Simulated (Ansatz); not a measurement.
A calculation with the code Ansatz. Plane-wave DFT: natural occupations of the f shells on orthogonalised atomic orbitals at the end of the run, rising, by spin; atoms or cell relaxed as the task says.

```
cell
1.0
     0.0000    0.0000    6.9607
    -3.9051   -6.7638    0.0000
     7.8101    0.0000    0.0000
Eu Mn As
4 8 8
Direct
  0.0000 0.5000 0.0000
  0.0000 0.5000 0.5000
  0.0000 0.0000 0.0000
  0.0000 0.0000 0.5000
  0.6125 0.1667 0.8333
  0.6125 0.1667 0.3333
  0.6125 0.6667 0.8333
  0.6125 0.6667 0.3333
  0.3875 0.3333 0.1667
  0.3875 0.3333 0.6667
  0.3875 0.8333 0.1667
  0.3875 0.8333 0.6667
  0.2728 0.1667 0.8333
  0.2728 0.1667 0.3333
  0.2728 0.6667 0.8333
  0.2728 0.6667 0.3333
  0.7272 0.3333 0.1667
  0.7272 0.3333 0.6667
  0.7272 0.8333 0.1667
  0.7272 0.8333 0.6667
```

Starting moments (μB): Eu number 1 7.23, Eu number 2 7.23, Eu number 3 7.23, Eu number 4 7.23, Mn number 1 2.4, Mn number 2 2.4, Mn number 3 2.4, Mn number 4 2.4, Mn number 5 2.4, Mn number 6 2.4, Mn number 7 2.4, Mn number 8 2.4; others 0.

- cell charge: 0 e
- spin: collinear
- scf start: atoms
- lower state search: off
- functional: PBEsol
- wave cutoff: 420 eV
- k mesh: 4, 3, 3
- k shift: 0, 0, 0 mesh steps
- gaussian smearing: 0.05 eV
- task: single point

**Question.** How are the f shells occupied at the end?

**Answer.** 

```
shell atom  shell element  shell spin  shell occupation 1 (e)  shell occupation 2 (e)  shell occupation 3 (e)  shell occupation 4 (e)  shell occupation 5 (e)  shell occupation 6 (e)  shell occupation 7 (e)
         1             Eu          up                    0.92                    0.92                    0.95                    0.96                    0.96                    0.97                    0.99
         1             Eu        down                       0                       0                       0                       0                    0.01                    0.01                    0.01
         2             Eu          up                    0.92                    0.92                    0.95                    0.96                    0.96                    0.97                    0.99
         2             Eu        down                       0                       0                       0                       0                    0.01                    0.01                    0.01
         3             Eu          up                    0.92                    0.92                    0.95                    0.96                    0.96                    0.97                    0.99
         3             Eu        down                       0                       0                       0                       0                    0.01                    0.01                    0.01
         4             Eu          up                    0.92                    0.92                    0.95                    0.96                    0.96                    0.97                    0.99
         4             Eu        down                       0                       0                       0                       0                    0.01                    0.01                    0.01
```

Caveats: 4f shell without a U, which puts 4f levels too near the Fermi level; occupations loosely converged; open f or d shells may hold a state above the lowest.
